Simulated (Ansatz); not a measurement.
**La2In8Ir: gradients before and after relaxing the atoms**

Start: a refined structure from the COD, atoms as given.

```cif
data_La2In8Ir
_symmetry_space_group_name_H-M 'P4/mmm'
_symmetry_Int_Tables_number 123
_cell_length_a 4.7060
_cell_length_b 4.7060
_cell_length_c 12.3120
_cell_angle_alpha 90.000
_cell_angle_beta 90.000
_cell_angle_gamma 90.000
loop_
_atom_site_label
_atom_site_type_symbol
_atom_site_symmetry_multiplicity
_atom_site_Wyckoff_symbol
_atom_site_fract_x
_atom_site_fract_y
_atom_site_fract_z
La La 2 g 0.0000 0.0000 0.8053
In3 In 2 f 0.5000 0.0000 0.0000
In5 In 4 i 0.0000 0.5000 0.6184
In9 In 2 h 0.5000 0.5000 0.8037
Ir Ir 1 b 0.0000 0.0000 0.5000
```

One atom of each set is listed.

The numbers come from a DFT calculation in Ansatz (PBE, plane waves and PAW, scalar-relativistic, 420 eV cutoff, Γ-centred 7×7×3 k-points, Fermi–Dirac smearing 0.05 eV).

The largest force at the start is 0.19 eV/Å. Relaxing the ions at fixed cell moves them by 0.053 Å at most (atom 9, In) and 0.026 Å rms.

| site | moved (Å) | first shell before | first shell after | V_zz before (10²¹ V/m²) | η before |
| --- | --- | --- | --- | --- | --- |
| La | 0.004 | 12 In at 3.29–3.36 Å, 1 Ir at 3.76 Å | 12 In at 3.28–3.36 Å, 1 Ir at 3.76 Å | -0.22 | 0.00 |
| In3 | 0.000 | 8 In at 3.33–3.37 Å, 4 La at 3.36 Å | 8 In at 3.33–3.34 Å, 4 La at 3.36 Å | 11.42 | 0.17 |
| In5 | 0.020 | 2 Ir at 2.77 Å, 7 In at 2.91–3.33 Å, 2 La at 3.29 Å | 2 Ir at 2.78 Å, 7 In at 2.95–3.33 Å, 2 La at 3.28 Å | 22.6 | 0.37 |
| In9 | 0.053 | 8 In at 3.28–3.37 Å, 4 La at 3.33 Å | 8 In at 3.30–3.34 Å, 4 La at 3.33 Å | 8.73 | 0.00 |
| Ir | 0.000 | 8 In at 2.77 Å | 8 In at 2.78 Å | -1.45 | 0.00 |

Problem. What are V_zz and η after the relaxation?

Solution. 

```tsv
site	V_zz after	η after	change of V_zz
La	-0.32	0.00	-0.10
In3	11.19	0.10	-0.23
In5	22.3	0.37	-0.30
In9	8.67	0.00	-0.06
Ir	-1.64	0.00	-0.19
```

The largest change of V_zz is on In5, from 22.6 to 22.3. The whole tensor moves most on In3, by 0.56 along its most changed direction. In per cent, |V_zz| changes by -2 to -1 on In (all sites that start above 2).

With no gap above 0.1 eV, as in a metal, the gradients converge slowly in k; expect changes of a tenth or more on a denser mesh. Spin–orbit coupling is left out, which shifts gradients on Ir by a few per cent in wide-gap crystals, and can shift them far more where the calculated gap is small or absent, as here.
